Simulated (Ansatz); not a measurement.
LaTl₃ (Cu3Au type, Pm-3m) under volume change, plane-wave PAW r²SCAN (Ansatz code), scaled uniformly.

| V (Å³/atom) | E − E(relaxed) (meV/atom) | P (GPa) |
|---|---|---|
| 26.161 | 44.1 | 6.00 |
| 27.024 | 18.4 | 3.63 |
| 27.886 | 4.3 | 1.65 |
| 28.748 | 0.0 | 0.00 |
| 29.611 | 3.8 | -1.38 |
| 30.473 | 14.4 | -2.53 |
| 31.336 | 30.7 | -3.48 |

Q: What does a third-order Birch–Murnaghan fit give for V₀, B₀ and B′?

A: V₀ = 28.75 Å³/atom, B₀ = 50.2 GPa, B′ = 5.0.

The workflow started from an entry of the Crystallography Open Database (COD). Whether it is the stable phase at ambient conditions was not checked. Symmetry was held in the r²SCAN relaxation; its stability against distortions is not shown here. Scalar-relativistic: spin–orbit coupling is off unless named, which matters more the heavier the elements.

Potentials: the later of the program's two PAW sets.
